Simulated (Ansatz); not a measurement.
Na2WO4:
```yaml
crystal:
  lattice:
    - [0.00000, 4.46577, 4.46577]
    - [4.46577, 0.00000, 4.46577]
    - [4.46577, 4.46577, 0.00000]
  atoms:
    - { symbol: Na, position: [0.62500, 0.12500, 0.12500] }
    - { symbol: Na, position: [0.12500, 0.12500, 0.62500] }
    - { symbol: Na, position: [0.12500, 0.62500, 0.12500] }
    - { symbol: Na, position: [0.12500, 0.12500, 0.12500] }
    - { symbol: W, position: [0.75000, 0.75000, 0.75000] }
    - { symbol: W, position: [0.50000, 0.50000, 0.50000] }
    - { symbol: O, position: [0.40523, 0.86492, 0.86492] }
    - { symbol: O, position: [0.38508, 0.38508, 0.84477] }
    - { symbol: O, position: [0.86492, 0.40523, 0.86492] }
    - { symbol: O, position: [0.38508, 0.38508, 0.38508] }
    - { symbol: O, position: [0.86492, 0.86492, 0.86492] }
    - { symbol: O, position: [0.38508, 0.84477, 0.38508] }
    - { symbol: O, position: [0.86492, 0.86492, 0.40523] }
    - { symbol: O, position: [0.84477, 0.38508, 0.38508] }
```

x, y and z are the axes in which the lattice vectors are written.

**Question.** Give the high-frequency dielectric tensor and the Born effective charge tensors of the independent atoms from DFPT, the program Ansatz at the LDA level (PAW).

**Answer.** 
ε∞:
```
2.95  0.00  0.00
0.00  2.95  0.00
0.00  0.00  2.95
```
Z* of atom 1 (Na), rows: field, columns: displacement, in e:
```
 1.23   0.22   0.22
 0.22   1.23  -0.22
 0.22  -0.22   1.23
```
Z* of atom 5 (W), rows: field, columns: displacement, in e:
```
3.25  0.00  0.00
0.00  3.25  0.00
0.00  0.00  3.25
```
Z* of atom 7 (O), rows: field, columns: displacement, in e:
```
-1.43   0.54   0.54
 0.54  -1.43  -0.54
 0.54  -0.54  -1.43
```

Space group Fd-3m (spinel). The workflow started from a Materials Project entry (that database holds measured and hypothetical structures alike); the Crystallography Open Database files this formula in space group No. 227, but the cells were not matched. Its standing as an ambient phase is unchecked. Symmetry was held in the LDA relaxation; whether a distortion lowers the energy is not shown. The run is not spin-polarised. No Hubbard U is applied. Scalar-relativistic: spin–orbit coupling is off unless named, which matters more the heavier the elements.

Potentials: the later of the program's two PAW sets.
